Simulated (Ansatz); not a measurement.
TaAl:
```cif
data_AlTa
_chemical_formula_sum 'Ta1 Al1'
_space_group_name_H-M_alt 'P 1'
_space_group_IT_number 1
_cell_length_a 3.22549
_cell_length_b 3.22549
_cell_length_c 3.22549
_cell_angle_alpha 90.000
_cell_angle_beta 90.000
_cell_angle_gamma 90.000
loop_
_space_group_symop_operation_xyz
  'x, y, z'
loop_
_atom_site_label
_atom_site_type_symbol
_atom_site_fract_x
_atom_site_fract_y
_atom_site_fract_z
_atom_site_occupancy
Ta1 Ta 0.00000 0.00000 0.00000 1
Al1 Al 0.50000 0.50000 0.50000 1
```

Relaxed with PBE.

Task: Which orbitals make up the states near the Fermi level in PBE in the plane-wave PAW code Ansatz?

Result: Within 0.5 eV of the Fermi level: Ta 5d 77 %, Al 3p 15 %. Projections are on Löwdin-orthogonalised atomic valence shells; empty p or d shells of many metals are not among them.

Task: Tabulate the density of states.

Result: States/eV per cell of 2 atoms, in 0.25 eV bins, energy from the Fermi level.

| E (eV) | total | Ta 5d | Al 3p | Al 3s |
|---|---|---|---|---|
| -7.85 | 0.31 | 0.02 | 0.09 | 0.10 |
| -7.60 | 0.34 | 0.03 | 0.10 | 0.11 |
| -7.35 | 0.38 | 0.04 | 0.11 | 0.12 |
| -7.10 | 0.42 | 0.05 | 0.13 | 0.13 |
| -6.85 | 0.47 | 0.07 | 0.14 | 0.15 |
| -6.60 | 0.55 | 0.11 | 0.16 | 0.18 |
| -6.35 | 0.70 | 0.17 | 0.18 | 0.24 |
| -6.10 | 1.14 | 0.44 | 0.20 | 0.41 |
| -5.85 | 0.96 | 0.46 | 0.15 | 0.32 |
| -5.60 | 0.67 | 0.28 | 0.13 | 0.22 |
| -5.35 | 0.52 | 0.22 | 0.13 | 0.13 |
| -5.10 | 0.45 | 0.18 | 0.13 | 0.10 |
| -4.85 | 0.44 | 0.16 | 0.15 | 0.08 |
| -4.60 | 0.47 | 0.16 | 0.17 | 0.07 |
| -4.35 | 0.53 | 0.18 | 0.20 | 0.07 |
| -4.10 | 0.75 | 0.30 | 0.28 | 0.07 |
| -3.85 | 1.28 | 0.60 | 0.46 | 0.08 |
| -3.60 | 1.68 | 0.81 | 0.64 | 0.07 |
| -3.35 | 1.28 | 0.66 | 0.46 | 0.06 |
| -3.10 | 0.98 | 0.54 | 0.33 | 0.05 |
| -2.85 | 0.95 | 0.55 | 0.32 | 0.04 |
| -2.60 | 1.28 | 0.85 | 0.37 | 0.03 |
| -2.35 | 1.68 | 1.10 | 0.53 | 0.01 |
| -2.10 | 2.01 | 1.14 | 0.81 | 0.00 |
| -1.85 | 1.21 | 0.78 | 0.39 | 0.00 |
| -1.60 | 0.91 | 0.67 | 0.20 | 0.00 |
| -1.35 | 0.72 | 0.55 | 0.11 | 0.00 |
| -1.10 | 0.70 | 0.51 | 0.11 | 0.00 |
| -0.85 | 1.77 | 1.37 | 0.21 | 0.02 |
| -0.60 | 2.05 | 1.62 | 0.23 | 0.02 |
| -0.35 | 1.44 | 1.11 | 0.18 | 0.02 |
| -0.10 | 1.64 | 1.25 | 0.26 | 0.02 |
| 0.15 | 2.38 | 1.79 | 0.42 | 0.03 |
| 0.40 | 2.25 | 1.74 | 0.34 | 0.04 |
| 0.65 | 1.72 | 1.36 | 0.20 | 0.05 |
| 0.90 | 2.75 | 2.22 | 0.30 | 0.04 |
| 1.15 | 1.76 | 1.37 | 0.23 | 0.02 |
| 1.40 | 1.40 | 1.01 | 0.20 | 0.05 |
| 1.65 | 1.13 | 0.78 | 0.18 | 0.06 |
| 1.90 | 0.92 | 0.65 | 0.12 | 0.04 |
| 2.15 | 0.68 | 0.56 | 0.04 | 0.02 |
| 2.40 | 0.75 | 0.53 | 0.05 | 0.06 |
| 2.65 | 0.53 | 0.33 | 0.04 | 0.07 |
| 2.90 | 0.27 | 0.12 | 0.02 | 0.07 |
| 3.15 | 0.22 | 0.06 | 0.05 | 0.10 |
| 3.40 | 0.33 | 0.10 | 0.09 | 0.12 |
| 3.65 | 0.48 | 0.17 | 0.14 | 0.14 |
| 3.90 | 0.78 | 0.31 | 0.27 | 0.16 |
| 4.15 | 1.15 | 0.57 | 0.35 | 0.16 |
| 4.40 | 2.23 | 1.51 | 0.44 | 0.17 |
| 4.65 | 1.90 | 1.28 | 0.35 | 0.17 |
| 4.90 | 1.46 | 0.81 | 0.28 | 0.21 |

Space group Pm-3m (CsCl type). The start of the workflow was typed in or built on a structure type; neither database checked (COD, Materials Project) lists it. Its standing as an ambient phase is unchecked. The PBE relaxation kept the symmetry of its start; whether a distortion lowers the energy is not shown. No spin polarisation was allowed. Spin–orbit coupling is left out wherever it is not named.

Potentials: the earlier of the program's two PAW sets.
